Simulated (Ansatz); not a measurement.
KF:
```
CELL_PARAMETERS angstrom
      0.00000     2.65943     2.65943
      2.65943     0.00000     2.65943
      2.65943     2.65943     0.00000
ATOMIC_POSITIONS crystal
  K  0.00000 0.00000 0.00000
  F  0.50000 0.50000 0.50000
```

This is the r²SCAN-relaxed structure.

Q: All from r²SCAN (plane waves, PAW; program Ansatz), unless another level is named. Give the Bader charges.

A: K +0.87, F -0.87 e.

Q: Next, the electronic dielectric constant ε∞ (DFPT)?

A: 1.93.

Q: Give the static dielectric constant ε0 (ions relaxed, cell fixed).

A: 5.43.

Q: What about the Born charges (a third of the trace)?

A: K +1.13, F -1.13 e.

Space group Fm-3m (rock salt). Symmetry was held in the r²SCAN relaxation.

Potentials: the earlier of the program's two PAW sets. The files were generated under PBE; for other functionals the program regenerates the frozen cores, and for LDA and PBEsol the local potential too.
